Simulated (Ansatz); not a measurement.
Here is the system:

TePb:
Space group F-43m (No. 216); a = 7.124 Å, b = 7.124 Å, c = 7.124 Å, α = 90.00°, β = 90.00°, γ = 90.00°

| atom | site | symmetry | x | y | z |
|---|---|---|---|---|---|
| Te | 4c | -43m | 0.2500 | 0.2500 | 0.2500 |
| Pb | 4a | -43m | 0.0000 | 0.0000 | 0.0000 |
(The calculation used a cell of 2 atoms; values per cell refer to that cell.)

This is the LDA-relaxed structure.

Problem. All from DFT-LDA in the program Ansatz with PAW potentials, unless another level is named. Estimate the formation energy from the elements (no fitted shifts).

Solution. -0.037 eV/atom.

Problem. Predict the band gap.

Solution. 0.30 eV (indirect).

Problem. And the electron effective mass?

Solution. 0.33, 0.33, 1.7 mₑ (principal values).

Problem. What about the smallest direct gap on the standard path?

Solution. 1.02 eV.

Problem. Predict the valence-band maximum.

Solution. at W.

A made-up cell: these elements were put on the sites of a structure type; neither database checked (COD, Materials Project) lists it. It is not the phase usual at ambient conditions (space group No. 225). The cell was relaxed with LDA under the symmetry of its start. At this level the phase is mechanically unstable. The references are the lowest solids computed at this level, not always the standard phases. Scalar-relativistic: spin–orbit coupling is off unless named, which matters more the heavier the elements.

Potentials: the later of the program's two PAW sets.
